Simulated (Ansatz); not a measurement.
Be₂ZnSe₃ (I-4m2) at 2 levels of theory

One geometry, relaxed with PBE; plane waves with PAW potentials in Ansatz, scalar-relativistic. No spin polarisation. Gaps are the least over mesh and band path; pressure is positive in compression.

Space group I-4m2 (No. 119). a = 3.774 Å, b = 3.774 Å, c = 16.257 Å, α = 90.00°, β = 90.00°, γ = 90.00°
```tsv
atom	site	symmetry	x	y	z
Be	4e	2mm.	0.0000	0.0000	0.3280
Zn	2a	-4m2	0.0000	0.0000	0.0000
Se	4f	2mm.	0.5000	0.0000	0.4045
Se	2c	-4m2	0.0000	0.5000	0.2500
```

```
level  cutoff (eV)  k mesh  gap (eV)  pressure (GPa)
  PBE          420   8×8×8      2.65             0.0
```

Task: What comes out on the same cell with LDA?

Result:
| level | cutoff (eV) | k mesh | gap (eV) | pressure (GPa) |
| --- | --- | --- | --- | --- |
| LDA | 420 | 8×8×8 | 2.46 | -4.7 |

The structure comes from a generated guess; another structure or a mixture of phases may lie lower.
